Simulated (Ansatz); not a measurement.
PbS (zinc blende, F-43m), plane-wave PAW PBE (Ansatz code), all energies at zero smearing, with the estimated change up to a 700 eV cutoff added, with one set of potentials and settings (totals compare only within such a set). Cell of 2 atoms (1 S, 1 Pb): -12809.211 eV.

```
element             reference phase  E (eV/atom)
-------  --------------------------  -----------
S        Fddd, 32 atoms in the cell    -902.0599
Pb       Fm-3m, 1 atoms in the cell  -11906.4191
```

Formation energy per atom, worked out: (-12809.211 − 1×(-902.0599) − 1×(-11906.4191))/2 = -0.366 eV/atom (-35 kJ per mol of atoms), at 0 K, without zero-point energy or fitted corrections.

A made-up cell: these elements were put on the sites of a structure type; neither database checked (COD, Materials Project) lists it. It is not the phase usual at ambient conditions (space group No. 225). The PBE relaxation kept the symmetry of its start. At this level the phase is mechanically unstable. The references are the lowest solids computed at this level, not always the standard phases. Scalar-relativistic: spin–orbit coupling is off unless named, which matters more the heavier the elements.

Potentials: the later of the program's two PAW sets.
